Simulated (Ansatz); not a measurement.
Values for one crystal, relaxed and computed with plane-wave PAW r²SCAN (Ansatz code); other levels are named.

| Item | Result |
|---|---|
| Volume per atom | 19.57 Å³ |
| Electronic character | metallic (no gap) |
| Density of states at the Fermi level | 0.58 states/eV per atom (mean over ±0.08 eV) |
| Formation energy from the elements (no fitted shifts) | -0.095 eV/atom |

**Question.** Which of these materials gives this?
A) Sn2Ru, I4/mcm (Sn on 8h, Ru on 4a)
B) In2Ag, I4/mcm (In on 8h, Ag on 4a)
C) Ta2Ni, I4/mcm (Ta on 8h, Ni on 4a)
D) Ni3Sn4, C2/m (Ni on 2a, Ni on 4i, Sn on 4i, Sn on 4i)

**Answer.** A, Sn2Ru, I4/mcm (Sn on 8h, Ru on 4a)

The workflow started from an entry of the Crystallography Open Database (COD). Whether it is the stable phase at ambient conditions was not checked. The cell was relaxed with r²SCAN under the symmetry of its start; whether a distortion lowers the energy is not shown. The run is not spin-polarised. The references are the lowest solids computed at this level, not always the standard phases. Spin–orbit coupling is left out wherever it is not named.

Potentials: the later of the program's two PAW sets.
